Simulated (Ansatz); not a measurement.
Bulk crystal (Cu) after relaxation:

```cif
data_structure
_symmetry_space_group_name_H-M 'P6_3/mmc'
_symmetry_Int_Tables_number 194
_cell_length_a 2.5206
_cell_length_b 2.5206
_cell_length_c 4.1165
_cell_angle_alpha 90.000
_cell_angle_beta 90.000
_cell_angle_gamma 120.000
_cell_volume 22.65
loop_
_atom_site_label
_atom_site_type_symbol
_atom_site_symmetry_multiplicity
_atom_site_Wyckoff_symbol
_atom_site_fract_x
_atom_site_fract_y
_atom_site_fract_z
_atom_site_occupancy
Cu1 Cu 2 c 0.33333 0.66667 0.25000 1
```

Miller indices refer to the conventional cell of P6_3/mmc (No. 194), a = 2.521 Å, b = 2.521 Å, c = 4.117 Å, α = 90.00°, β = 90.00°, γ = 120.00°.

Consider the (100) slab of 12 planes, 12.4 Å thick with 15 Å of vacuum as cut; outer planes Cu (top) and Cu (bottom), all atoms relaxed.

Theory: DFT PBEsol, scalar-relativistic, plane waves, PAW (Ansatz 0.2.0). Settings: cutoff 420 eV, Γ-centred mesh 14×9×1 on the computed 12-atom cell, Gaussian smearing of 0.10 eV; no spin polarisation. A dipole correction removes the field between periodic images along c.

(1) Estimate the surface energy (mean of both faces).

(2) Estimate the work function.

(3) The top two planes lie 1.455 Å apart in the bulk. How does relaxation change this?

Answers

(1) 2.18 J/m².

(2) 4.23 eV.

(3) The spacing becomes 1.290 Å (-11.3 %).

The reference crystal is a form of Cu, which isn't its usual structure.